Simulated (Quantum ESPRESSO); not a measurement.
# Planted mistakes on one cell of Hf2TaF3O5

The results below are calculated, not measured. They come from pw.x of Quantum ESPRESSO 7.5, a plane-wave density functional program, with PseudoDojo standard norm-conserving files (v0.5 for PBE, v0.4.1 for LDA and PBEsol). The cells are made up: elements, strain and atom displacements were drawn at random, and nothing was relaxed. There is no spin polarisation, spin-orbit coupling or dispersion term.

The hafnium file is less sure than the others, with forces about 3 percent (worst 6) and pressure in oxides about 1.5 GPa (worst 2.7) from a second method in checks, which no rerun with the same files tests.

The cell has 12 sites of a rutile lattice (two cells along c). Sites 1 to 4 hold Hf Ta empty Hf; sites 5 to 12 hold F F O O O O O F. Cell vectors in Å: (4.920, 0.000, 0.000); (0.000, 4.920, 0.000); (0.000, 0.000, 6.506). Settings: PBE, cutoff 1143 eV, 5 x 5 x 4 k mesh shifted by half a step, Fermi-Dirac smearing of 0.025 eV.

The intended run has a self-consistency threshold of 1e-07 eV, a smearing term of 0.000 eV, a pressure of -12.64 GPa and 19 iterations. Each further run changes one thing: atoms of sites 6 and 9 exchanged; cutoff 856 eV; k mesh 1 x 1 x 1; one electron removed; smearing 0.88 eV; threshold 0.04 eV. A coarse mesh keeps the shift, and a charged cell sits in a uniform background.

```
run  change of free energy (eV)  smearing term -TS (eV)  change of P (GPa)  largest change of a force component (eV/Å)  iterations
  A                      -2.527                   0.000              -1.09                                       7.393          18
  B                       0.659                   0.000              -5.73                                       0.006          19
  C                      -2.708                  -8.081               6.40                                       4.020          19
  D                       0.603                   0.000               1.00                                       0.813          18
  E                       0.013                   0.000               0.47                                       0.061          10
  F                      -6.424                  -0.024             -12.04                                       1.510          22
```

A rerun of the intended cell at 1437 eV and k mesh 7 x 7 x 6 moved values by no more than 0.004 eV in the cell's energy, 0.03 GPa in stress and 0.002 eV/Å in force.

Question: which change belongs to which run?

## Worked reading

Run E has the fewest iterations, as a run stopped early does. Run C has the largest smearing term, as wide smearing gives. Energies from files of another functional, or of a charged cell, have another zero and say nothing on stability; the pressure of a charged cell rests on the program's zero of potential too.

## Key

```
run                            change
  A  atoms of sites 6 and 9 exchanged
  B                     cutoff 856 eV
  C                  smearing 0.88 eV
  D                  k mesh 1 x 1 x 1
  E                 threshold 0.04 eV
  F              one electron removed
```